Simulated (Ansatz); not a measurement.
This guess for CaCu4Bi is about to be relaxed.

```cif
data_structure
_symmetry_space_group_name_H-M 'F-43m'
_symmetry_Int_Tables_number 216
_cell_length_a 7.4779
_cell_length_b 7.4779
_cell_length_c 7.4779
_cell_angle_alpha 90.000
_cell_angle_beta 90.000
_cell_angle_gamma 90.000
_cell_volume 418.15
loop_
_atom_site_label
_atom_site_type_symbol
_atom_site_symmetry_multiplicity
_atom_site_Wyckoff_symbol
_atom_site_fract_x
_atom_site_fract_y
_atom_site_fract_z
_atom_site_occupancy
Ca1 Ca 4 c 0.25000 0.25000 0.25000 1
Cu1 Cu 16 e 0.12540 0.12540 0.87460 1
Bi1 Bi 4 b 0.50000 0.00000 0.00000 1
```

Method: DFT PBE, scalar-relativistic, plane waves, PAW in Ansatz. Cutoff 420 eV, Gaussian smearing, Γ-centred meshes. Cell and atoms relax on a converged mesh. In metals the finer mesh still leaves noise of several meV/atom or more. The steps can't lower the symmetry of their start. No spin polarisation.

A guess keeps its type if space group and coordination stay and the shape of the cell changes little (axis ratios within about 15 %, angles within 6°); the volume may change.

Question: Does this structure survive the relaxation?

Answer: It keeps its type. The symmetry stays F-43m (No. 216). The volume per atom shrinks by 1.2 %, from 17.4 to 17.2 Å³. The shortest distance goes from 2.64 Å (Cu–Cu) to 2.61 Å (Cu–Cu). Counting neighbours within 15 % of an atom's shortest distance, the start has Bi 16, Ca 16, Cu 6 and the end Bi 16, Ca 16, Cu 6.

The last run used a 10×10×10 mesh for its 6-atom cell and Gaussian smearing of 0.10 eV. Spin–orbit coupling, which can matter for Bi, is left out. A structure relaxed within its symmetry needn't be a true minimum.
